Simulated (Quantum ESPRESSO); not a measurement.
## B4P3 (input and log of a self-consistent run)

A calculation, not a measurement. The program is pw.x of Quantum ESPRESSO 7.5 (plane-wave density functional theory). The cell is made up: 7 atoms on a zincblende/diamond lattice with one site empty, with randomly drawn elements, strain and displacements, not relaxed. PseudoDojo standard norm-conserving files (v0.5 for PBE, v0.4.1 for LDA and PBEsol) set the functional; there is no spin polarisation, spin-orbit coupling or dispersion term, and the masses in the input are unused placeholders. A spin-polarised start on this cell or one of its family kept no moment.

Input:

```
&control calculation='scf', pseudo_dir='./dojo.nc.sr.pbe.v0_5.standard.upf', outdir='./o', disk_io='medium', tprnfor=.true., tstress=.true. /
&system ibrav=0, nat=7, ntyp=2, nbnd=24, ecutwfc=75.99759826, nosym=.true., tot_charge=0,
 occupations='smearing', smearing='fd', degauss=0.0073498644
/
&electrons conv_thr=7.350e-09, electron_maxstep=60, /
ATOMIC_SPECIES
B 1.0 B.upf
P 1.0 P.upf
CELL_PARAMETERS angstrom
4.5836 0.0 0.0
0.0 4.5836 0.0
0.0 0.0 4.5836
ATOMIC_POSITIONS angstrom
B -0.1348 -0.1165 -0.0257
B 0.0938 2.2121 2.2929
B 2.3344 0.0782 2.3705
B 2.287 2.3807 -0.077
P 1.2645 3.3406 3.3711
P 3.4188 0.9675 3.5311
P 3.4855 3.4677 1.2124
K_POINTS automatic
6 6 6 1 1 1
```

The log is shortened where brackets say so; the opening notice, blank lines, dates and the lines on written files are dropped, and the path of the files is cut. It prints rydbergs, bohrs and kilobars, and counts compression as positive stress.

```
     Program PWSCF v.7.5
     Parallel version (MPI & OpenMP), running on       1 processor cores
     Number of MPI processes:                 1
     Threads/MPI process:                     1
     [start-up lines left out]
     bravais-lattice index     =            0
     lattice parameter (alat)  =       8.6617  a.u.
     unit-cell volume          =     649.8554 (a.u.)^3
     number of atoms/cell      =            7
     number of atomic types    =            2
     number of electrons       =        27.00
     number of Kohn-Sham states=           24
     kinetic-energy cutoff     =      75.9976  Ry
     charge density cutoff     =     303.9904  Ry
     scf convergence threshold =      7.3E-09
     mixing beta               =       0.7000
     number of iterations used =            8  plain     mixing
     Exchange-correlation= PBE
                           (   1   4   3   4   0   0   0)
     [axes and pseudopotential details left out]
   Cartesian axes
     site n.     atom                  positions (alat units)
         1        B      tau(   1) = (  -0.0294092  -0.0254167  -0.0056069  )
         2        B      tau(   2) = (   0.0204643   0.4826119   0.5002400  )
         3        B      tau(   3) = (   0.5092940   0.0170608   0.5171699  )
         4        B      tau(   4) = (   0.4989528   0.5193952  -0.0167990  )
         5        P      tau(   5) = (   0.2758749   0.7288158   0.7354699  )
         6        P      tau(   6) = (   0.7458766   0.2110786   0.7703770  )
         7        P      tau(   7) = (   0.7604285   0.7565451   0.2645082  )
     number of k points=   108  Fermi-Dirac smearing, width (Ry)=  0.0073
     Number of k-points >= 100: set verbosity='high' to print them.
     Dense  grid:    57873 G-vectors     FFT dimensions: (  50,  50,  50)
     Estimated max dynamical RAM per process >      60.20 MB
     Initial potential from superposition of free atoms
     starting charge      26.9986, renormalised to      27.0000
     Starting wfcs are   28 randomized atomic wfcs
     total cpu time spent up to now is       11.3 secs
     per-process dynamical memory:    49.6 Mb
     Self-consistent Calculation
     iteration #  1     ecut=    76.00 Ry     beta= 0.70
     Davidson diagonalization with overlap
     ethr =  1.00E-02,  avg # of iterations =  4.3
     total cpu time spent up to now is       40.9 secs
     total energy              =     -64.79223716 Ry
     estimated scf accuracy    <       0.32389150 Ry
     iteration #  2     ecut=    76.00 Ry     beta= 0.70
     Davidson diagonalization with overlap
     ethr =  1.20E-03,  avg # of iterations =  2.4
     total cpu time spent up to now is       65.3 secs
     total energy              =     -64.82407884 Ry
     estimated scf accuracy    <       0.08489275 Ry
     iteration #  3     ecut=    76.00 Ry     beta= 0.70
     Davidson diagonalization with overlap
     ethr =  3.14E-04,  avg # of iterations =  5.5
     total cpu time spent up to now is       93.2 secs
     total energy              =     -64.84058067 Ry
     estimated scf accuracy    <       0.08020321 Ry
     iteration #  4     ecut=    76.00 Ry     beta= 0.70
     Davidson diagonalization with overlap
     ethr =  2.97E-04,  avg # of iterations =  1.4
     total cpu time spent up to now is      117.0 secs
     total energy              =     -64.85524406 Ry
     estimated scf accuracy    <       0.00156889 Ry
     iteration #  5     ecut=    76.00 Ry     beta= 0.70
     Davidson diagonalization with overlap
     c_bands:  1 eigenvalues not converged
     c_bands:  1 eigenvalues not converged
     c_bands:  1 eigenvalues not converged
     c_bands:  1 eigenvalues not converged
     c_bands:  1 eigenvalues not converged
     c_bands:  1 eigenvalues not converged
     c_bands:  1 eigenvalues not converged
     c_bands:  1 eigenvalues not converged
     c_bands:  1 eigenvalues not converged
     ethr =  5.81E-06,  avg # of iterations = 11.6
     total cpu time spent up to now is      158.8 secs
     total energy              =     -64.85575173 Ry
     estimated scf accuracy    <       0.00021038 Ry
     iteration #  6     ecut=    76.00 Ry     beta= 0.70
     Davidson diagonalization with overlap
     ethr =  7.79E-07,  avg # of iterations =  2.9
     total cpu time spent up to now is      188.5 secs
     total energy              =     -64.85579728 Ry
     estimated scf accuracy    <       0.00007526 Ry
     iteration #  7     ecut=    76.00 Ry     beta= 0.70
     Davidson diagonalization with overlap
     ethr =  2.79E-07,  avg # of iterations =  1.8
     total cpu time spent up to now is      204.6 secs
     total energy              =     -64.85581326 Ry
     estimated scf accuracy    <       0.00001590 Ry
     iteration #  8     ecut=    76.00 Ry     beta= 0.70
     Davidson diagonalization with overlap
     ethr =  5.89E-08,  avg # of iterations =  1.2
     total cpu time spent up to now is      223.7 secs
     total energy              =     -64.85581631 Ry
     estimated scf accuracy    <       0.00000032 Ry
     iteration #  9     ecut=    76.00 Ry     beta= 0.70
     Davidson diagonalization with overlap
     ethr =  1.20E-09,  avg # of iterations =  3.6
     total cpu time spent up to now is      245.4 secs
     total energy              =     -64.85581647 Ry
     estimated scf accuracy    <       0.00000003 Ry
     iteration # 10     ecut=    76.00 Ry     beta= 0.70
     Davidson diagonalization with overlap
     ethr =  1.14E-10,  avg # of iterations =  2.6
     total cpu time spent up to now is      268.4 secs
     End of self-consistent calculation
     Number of k-points >= 100: set verbosity='high' to print the bands.
     the Fermi energy is     6.8445 ev
!    total energy              =     -64.85581648 Ry
     estimated scf accuracy    <          3.5E-09 Ry
     smearing contrib. (-TS)   =      -0.00369412 Ry
     internal energy E=F+TS    =     -64.85212236 Ry
     The total energy is F=E-TS. E is the sum of the following terms:
     one-electron contribution =      10.69952295 Ry
     hartree contribution      =       7.33469496 Ry
     xc contribution           =     -21.72720753 Ry
     ewald contribution        =     -61.15913275 Ry
     convergence has been achieved in  10 iterations
     Forces acting on atoms (cartesian axes, Ry/au):
     atom    1 type  1   force =     0.07652642   -0.06513947   -0.02258623
     atom    2 type  1   force =    -0.04941109    0.00409768    0.02469713
     atom    3 type  1   force =    -0.01951186   -0.09560322   -0.03993002
     atom    4 type  1   force =     0.11836525   -0.04310855    0.05690727
     atom    5 type  2   force =    -0.10679284    0.07906375   -0.00652701
     atom    6 type  2   force =     0.01959926    0.17568035   -0.02091605
     atom    7 type  2   force =    -0.03877514   -0.05499055    0.00835491
     Total force =     0.312859     Total SCF correction =     0.000076
     Computing stress (Cartesian axis) and pressure
          total   stress  (Ry/bohr**3)                   (kbar)     P=      -54.21
  -0.00045676   0.00014904   0.00053130          -67.19       21.92       78.16
   0.00014904  -0.00047274  -0.00031656           21.92      -69.54      -46.57
   0.00053130  -0.00031656  -0.00017598           78.16      -46.57      -25.89
     init_run     :     10.76s CPU     11.20s WALL (       1 calls)
     electrons    :    229.18s CPU    257.08s WALL (       1 calls)
     forces       :      4.27s CPU      4.33s WALL (       1 calls)
     stress       :     17.38s CPU     17.48s WALL (       1 calls)
     [timing details left out]
     PWSCF        :   4m21.80s CPU   4m50.64s WALL
     JOB DONE.
```

In other units: free energy -882.408 eV for the cell, pressure -5.42 GPa, largest force component 4.517 eV/Å. A rerun of this cell at 1317 eV and a 8 x 8 x 8 mesh moved values by no more than 0.008 eV in energy, 0.06 GPa in stress and 0.016 eV/Å in force.